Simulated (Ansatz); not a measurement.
BaTiO₃:
```cif
data_BaO3Ti
_chemical_formula_sum 'Ba1 Ti1 O3'
_space_group_name_H-M_alt 'P 1'
_space_group_IT_number 1
_cell_length_a 3.96988
_cell_length_b 3.96988
_cell_length_c 3.96988
_cell_angle_alpha 90.000
_cell_angle_beta 90.000
_cell_angle_gamma 90.000
loop_
_space_group_symop_operation_xyz
  'x, y, z'
loop_
_atom_site_label
_atom_site_type_symbol
_atom_site_fract_x
_atom_site_fract_y
_atom_site_fract_z
_atom_site_occupancy
Ba1 Ba 0.00000 0.00000 0.00000 1
Ti1 Ti 0.50000 0.50000 0.50000 1
O1 O 0.00000 0.50000 0.50000 1
O2 O 0.50000 0.50000 0.00000 1
O3 O 0.50000 0.00000 0.50000 1
```

Relaxed with PBEsol. Independent-particle spectrum: no excitons, no local fields, no scissors shift; 0.1 eV broadening; ε₁ of the summed bands alone.

Question: Tabulate the dielectric function from PBEsol (plane waves, PAW; program Ansatz).

Answer: 

```csv
E (eV),ε₁ xx,ε₂ xx
0.0,6.57,0.00
0.5,6.64,0.00
1.0,6.87,0.00
1.5,7.38,0.00
2.0,8.75,0.64
2.5,9.36,2.34
3.0,9.00,3.49
3.5,8.30,5.96
4.0,7.13,7.85
4.5,0.65,9.37
5.0,1.12,4.36
5.5,2.14,2.83
6.0,3.05,2.67
6.5,4.35,3.37
7.0,3.72,4.63
7.5,2.52,4.20
8.0,2.86,4.00
8.5,2.75,5.15
9.0,1.41,5.46
9.5,0.70,4.41
10.0,0.85,4.82
10.5,-0.20,4.61
11.0,-0.29,3.48
11.5,-0.69,3.09
12.0,-1.07,3.28
```

Question: From ε at 2.8 eV (xx: 8.51 + 3.32i), find n, k, the normal reflectivity and the absorption coefficient.

Answer: n = 2.97, k = 0.559, R = 26 %, α = 2kE/ħc = 160000 cm⁻¹.

With all bands, ε∞ without local fields is 6.91. DFPT, with local fields, gives 6.73.

Space group Pm-3m (cubic perovskite). This is a known high-temperature phase of the composition, computed here at zero pressure and temperature. The cell was relaxed with PBEsol under the symmetry of its start; its stability against distortions is not shown here. No spin polarisation was allowed. Scalar-relativistic: spin–orbit coupling is off unless named, which matters more the heavier the elements.

Potentials: the later of the program's two PAW sets.
